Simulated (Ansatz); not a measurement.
**Sc2C: course of a relaxation**

Computed with Ansatz, DFT r2SCAN, scalar-relativistic, plane waves, PAW. (500 eV cutoff, 15×15×15 k-mesh, Gaussian smearing of 0.10 eV, no spin polarisation)

What was changed in Y2C: Y → Sc on all its sites, cell and atoms relaxed.

Input:

```yaml
crystal:
  lattice:
    - [1.6990400628, 0.9809412376, 5.7601742451]
    - [-1.6990400628, 0.9809412376, 5.7601742451]
    - [0.0, -1.9618824752, 5.7601742451]
  atoms:
    - { symbol: Sc, position: [0.7399162936, 0.7399162936, 0.7399162936] }
    - { symbol: Sc, position: [0.2600837064, 0.2600837064, 0.2600837064] }
    - { symbol: C, position: [0.0, 0.0, 0.0] }
basis:
  ecutwfc: 500
kpoints:
  mp_grid: { grid: [15, 15, 15] }
hamiltonian:
  xc: r2scan
scf:
  occupations: { method: gaussian, width: 0.1 }
output:
  forces: true
  stress: true
  eigenvalues: true
relax:
  adjacent_minimum: "off"
  f_tol: 0.01
  max_steps: 60
  cell: { stress_tol: 0.1 }
```

F is the free energy. Steps run on the plane waves of an earlier cell, but the last one, and at times one on the way, on a freshly chosen basis, so a repeated geometry can differ a little in energy.

At step 3 the energy rises: a step can overshoot before the optimiser corrects it.

Steps:

```tsv
step	F − F(1) (eV)	largest force component (eV/Å)	V (Å³/atom)	P (GPa)
1	0.0000	0.548	19.200	-7.01
2	-0.0927	0.425	17.556	1.91
3	-0.0839	0.529	17.363	0.44
4	-0.1028	0.027	17.717	0.10
5	-0.1029	0.003	17.726	-0.02
6	-0.1012	0.003	17.726	-0.03
```

Relaxed structure:

```
CELL_PARAMETERS angstrom
1.66754 0.96276 5.52066
-1.66754 0.96276 5.52066
0.00000 -1.92551 5.52066
ATOMIC_POSITIONS crystal
Sc 0.74098 0.74098 0.74098
Sc 0.25902 0.25902 0.25902
C 0.00000 0.00000 0.00000
```

It takes space group R-3m (No. 166, trigonal). The conventional cell has a = 3.335 Å, b = 3.335 Å, c = 16.562 Å, α = 90.00°, β = 90.00°, γ = 120.00°. Sc (site symmetry 3m) is surrounded by 3 C at 2.29 Å. Around C (site symmetry -3m) lie 6 Sc at 2.29 Å.

The run converged. The run took of the order of 2.3 core-minutes.